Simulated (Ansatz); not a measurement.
Total density of states per atom from plane-wave PAW r²SCAN (Ansatz code), in 0.25 eV bins, energy from the valence-band maximum:

(E (eV), states/eV/atom): (-7.85, 0.07); (-7.60, 0.07); (-7.35, 0.16); (-7.10, 0.24); (-6.85, 0.09); (-6.60, 0.05); (-6.35, 0.14); (-6.10, 0.22); (-5.85, 0.09); (-5.60, 0.05); (-5.35, 0.06); (-5.10, 1.10); (-4.85, 0.11); (-4.60, 0.43); (-4.35, 0.16); (-4.10, 0.62); (-3.85, 0.90); (-3.60, 0.78); (-3.35, 1.06); (-3.10, 1.10); (-2.85, 1.68); (-2.60, 0.41); (-2.35, 0.17); (-2.10, 0.45); (-1.85, 0.45); (-1.60, 0.28); (-1.35, 0.27); (-1.10, 0.13); (-0.85, 0.07); (-0.60, 0.04); (-0.35, 0.02); (-0.10, 0.00); (0.15, 0.00); (0.40, 0.00); (0.65, 0.00); (0.90, 0.00); (1.15, 0.00); (1.40, 0.00); (1.65, 0.17); (1.90, 0.35); (2.15, 0.40); (2.40, 0.43); (2.65, 0.45); (2.90, 0.34); (3.15, 0.20); (3.40, 0.13); (3.65, 0.38); (3.90, 0.19); (4.15, 0.33); (4.40, 0.20); (4.65, 0.53); (4.90, 0.38); (5.15, 0.69); (5.40, 0.44); (5.65, 0.43); (5.90, 0.54); (6.15, 0.84); (6.40, 0.55)

### Question
Which compound is it?
(A) LaZrNO2, I2_12_12_1 (Pearson symbol oI20)
(B) K2Sn2O3, I2_13 (K on 8a, Sn on 8a, O on 12b)
(C) Al2O3, R-3 (Al on 3a, Al on 3b, Al on 6c, O on 18f)
(D) TiO2, C2/m (Pearson symbol mS24)

### Answer
B, K2Sn2O3, I2_13 (K on 8a, Sn on 8a, O on 12b). Top 1 eV of the valence band: Sn 5p 38 %, O 2p 30 %, Sn 5s 29 %. Bottom 1 eV of the conduction band: Sn 5p 63 %, O 2p 10 %, O 2s 7 %, outside the projected shells 13 %. Projections are on Löwdin-orthogonalised atomic valence shells; empty p or d shells of many metals are not among them.

The workflow started from a Materials Project entry (that database holds measured and hypothetical structures alike); the Crystallography Open Database copy checked does not list it. COD files the formula under space group No. 166. Its standing as an ambient phase is unchecked. Symmetry was held in the r²SCAN relaxation; its stability against distortions is not shown here. Spin–orbit coupling is left out wherever it is not named.

Potentials: the earlier of the program's two PAW sets.
